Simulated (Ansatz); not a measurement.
CsAgCl₂:
```cif
data_Ag2Cl4Cs2
_chemical_formula_sum 'Cs2 Ag2 Cl4'
_space_group_name_H-M_alt 'P 1'
_space_group_IT_number 1
_cell_length_a 4.96838
_cell_length_b 4.96838
_cell_length_c 9.73304
_cell_angle_alpha 90.000
_cell_angle_beta 90.000
_cell_angle_gamma 90.000
loop_
_space_group_symop_operation_xyz
  'x, y, z'
loop_
_atom_site_label
_atom_site_type_symbol
_atom_site_fract_x
_atom_site_fract_y
_atom_site_fract_z
_atom_site_occupancy
Cs1 Cs 0.50000 0.00000 0.70553 1
Cs2 Cs 0.00000 0.50000 0.29447 1
Ag1 Ag 0.00000 0.50000 0.89901 1
Ag2 Ag 0.50000 0.00000 0.10099 1
Cl1 Cl 0.00000 0.50000 0.64481 1
Cl2 Cl 0.50000 0.00000 0.35519 1
Cl3 Cl 0.50000 0.50000 0.00000 1
Cl4 Cl 0.00000 0.00000 0.00000 1
```

Relaxed with PBEsol.

Question: Tabulate the valence density and the electron localisation function along the shortest Cs–Cl contact (3.41 Å), PBEsol (plane waves, PAW; program Ansatz).

Answer: 

```tsv
distance from Cs (Å)	density (e/Å³)	ELF
0.34	0.48	0.10
0.51	0.94	0.52
0.68	1.15	0.81
0.85	1.01	0.88
1.02	0.69	0.88
1.19	0.39	0.80
1.36	0.21	0.52
1.53	0.12	0.16
1.70	0.09	0.06
1.88	0.10	0.10
2.05	0.15	0.34
2.22	0.26	0.67
2.39	0.48	0.81
2.56	0.88	0.85
2.73	1.45	0.85
2.90	1.75	0.79
3.07	1.24	0.61
```

The density is the valence pseudo-density with augmentation charge, so density and ELF within about 1 Å of a nucleus are not all-electron values.

Space group P4/nmm. The workflow started from a Materials Project entry (that database holds measured and hypothetical structures alike); the Crystallography Open Database copy checked does not list it. COD files the formula under space group No. 63, so this cell is another polymorph or a model. Its standing as an ambient phase is unchecked. The PBEsol relaxation kept the symmetry of its start; its stability against distortions is not shown here. The run is not spin-polarised. Spin–orbit coupling is left out wherever it is not named.

Potentials: the later of the program's two PAW sets.
